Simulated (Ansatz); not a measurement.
Relaxed candidate structures of BaZrS₃:

A. Pnma (No. 62), oP20, AFLOW prototype AB3C_oP20_62_c_cd_a (as in CaTiO3); a = 7.0753 Å, b = 9.9084 Å, c = 6.9225 Å, α = 90.00°, β = 90.00°, γ = 90.00°; Ba 4c (0.054, 0.750, 0.488); Zr 4a (0.000, 0.000, 0.000); S 4c (0.006, 0.250, 0.066); S 8d (0.208, 0.034, 0.708)

B. I4/mcm (No. 140), tI20; a = b = 6.895 Å, c = 10.160 Å, α = β = γ = 90.00°; Ba 4b (0.000, 0.500, 0.250); Zr 4c (0.000, 0.000, 0.000); S 4a (0.000, 0.000, 0.250); S 8h (0.189, 0.311, 0.000)

**Question.** Put the candidates in order of energy per atom, lowest first, for PBEsol (plane waves to 420 eV, PAW, scalar-relativistic; Ansatz, a quantum-chemistry and plane-wave program).

**Answer.** A (reference, the lowest of the structures calculated here), B (+0.005 eV/atom)

**Question.** Give each candidate's band gap.

**Answer.** No candidate is metallic. A: 0.92 eV (no spin-orbit coupling); B: 0.95 eV (no spin-orbit coupling).

Each run could gain symmetry but not lose that of its start, so entries can be saddle points. All of these are generated cells (placed on structure types, drawn at random, substituted or restacked) that were not matched to a known phase here. Static energies at zero pressure. No spin polarisation in the result. Gaps of cells over 8 atoms come from the SCF mesh and high-symmetry points alone.
